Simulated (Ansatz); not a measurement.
**Profile along the Rh–Rh line in Rh (fcc, Cu type)**

Rh (fcc, Cu type)

Space group Fm-3m (No. 225); a = b = c = 3.8301 Å, α = β = γ = 90.00°

| atom | site | symmetry | x | y | z |
|---|---|---|---|---|---|
| Rh | 4a | m-3m | 0.0000 | 0.0000 | 0.0000 |
(The calculation used a cell of 1 atom; values per cell refer to that cell.)

Fields along a shortest Rh–Rh line of a {110} plane (2.71 Å), from Rh to Rh, interpolated on the slice's grid (step about 0.1 Å). Level of theory: PBE (plane waves to 420 eV, PAW, scalar-relativistic; Ansatz, an electronic-structure program). k mesh 21×21×21. Inside the PAW spheres the values are not all-electron values, and peaks at nuclei hang on which shells count as valence. Rh is run without spin polarisation. Rh was relaxed with its symmetry unable to fall.

```json
[
 {"distance from Rh (Å)": "0.00", "valence electron density (e/Å³)": "15.16", "electron localisation function": "x"},
 {"distance from Rh (Å)": "0.14", "valence electron density (e/Å³)": "14.30", "electron localisation function": "x"},
 {"distance from Rh (Å)": "0.27", "valence electron density (e/Å³)": "12.09", "electron localisation function": "x"},
 {"distance from Rh (Å)": "0.41", "valence electron density (e/Å³)": "9.12", "electron localisation function": "x"},
 {"distance from Rh (Å)": "0.54", "valence electron density (e/Å³)": "6.09", "electron localisation function": "0.70"},
 {"distance from Rh (Å)": "0.68", "valence electron density (e/Å³)": "3.57", "electron localisation function": "0.59"},
 {"distance from Rh (Å)": "0.81", "valence electron density (e/Å³)": "1.77", "electron localisation function": "0.44"},
 {"distance from Rh (Å)": "0.95", "valence electron density (e/Å³)": "0.86", "electron localisation function": "0.30"},
 {"distance from Rh (Å)": "1.08", "valence electron density (e/Å³)": "0.53", "electron localisation function": "0.24"},
 {"distance from Rh (Å)": "1.22", "valence electron density (e/Å³)": "0.39", "electron localisation function": "0.25"},
 {"distance from Rh (Å)": "1.35", "valence electron density (e/Å³)": "0.36", "electron localisation function": "0.27"},
 {"distance from Rh (Å)": "1.49", "valence electron density (e/Å³)": "0.39", "electron localisation function": "0.25"},
 {"distance from Rh (Å)": "1.63", "valence electron density (e/Å³)": "0.53", "electron localisation function": "0.24"},
 {"distance from Rh (Å)": "1.76", "valence electron density (e/Å³)": "0.86", "electron localisation function": "0.30"},
 {"distance from Rh (Å)": "1.90", "valence electron density (e/Å³)": "1.77", "electron localisation function": "0.44"},
 {"distance from Rh (Å)": "2.03", "valence electron density (e/Å³)": "3.57", "electron localisation function": "0.59"},
 {"distance from Rh (Å)": "2.17", "valence electron density (e/Å³)": "6.09", "electron localisation function": "0.70"},
 {"distance from Rh (Å)": "2.30", "valence electron density (e/Å³)": "9.12", "electron localisation function": "x"},
 {"distance from Rh (Å)": "2.44", "valence electron density (e/Å³)": "12.09", "electron localisation function": "x"},
 {"distance from Rh (Å)": "2.57", "valence electron density (e/Å³)": "14.30", "electron localisation function": "x"},
 {"distance from Rh (Å)": "2.71", "valence electron density (e/Å³)": "15.16", "electron localisation function": "x"}
]
```

x: too close to a nucleus for the ELF to mean much.

Density on the Rh–Rh line (2.71 Å) at its midpoint: 0.36 e/Å³. ELF at that point: 0.27.
